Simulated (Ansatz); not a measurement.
Values for one crystal, relaxed and computed with the program Ansatz at the r²SCAN level (PAW); other levels are named.

| Item | Value |
|---|---|
| Volume per atom | 34.51 Å³ |
| Band gap | 1.27 eV (indirect) |
| Valence-band maximum | at A (k = 0.000, 0.000, 0.500 in fractions of the reciprocal vectors) |
| Conduction-band minimum | at M2 (k = 0.500, 0.500, 0.500 in fractions of the reciprocal vectors) |
| Formation energy from the elements (no fitted shifts) | -0.40 eV/atom |
| Smallest direct gap on the standard path | 1.65 eV |

### Question
Pick the material that matches.
(A) Al2Te5, C2/m (Al on 4i, Te on 4i, Te on 2a, Te on 4i)
(B) RbAlF4, P4/mmm (Rb on 1a, Al on 1d, F on 2h, F on 2e)
(C) Rb2WO2F4, C2/m (Rb on 4i, W on 2a, O on 4i, F on 8j)
(D) Al2ZnTe4, I-4 (Al on 2d, Al on 2b, Zn on 2a, Te on 8g)

### Answer
A, Al2Te5, C2/m (Al on 4i, Te on 4i, Te on 2a, Te on 4i)

The first step of the workflow began from a Materials Project structure, measured or hypothetical; the Crystallography Open Database copy checked does not list it. Whether it is the stable phase at ambient conditions was not checked. The r²SCAN relaxation kept the symmetry of its start; its stability against distortions is not shown here. A crystal of weakly bound layers computed without a dispersion correction: the cell and the soft elastic constants depend strongly on that. The references are the lowest solids computed at this level, not always the standard phases. Scalar-relativistic: spin–orbit coupling is off unless named, which matters more the heavier the elements.

Potentials: the later of the program's two PAW sets.
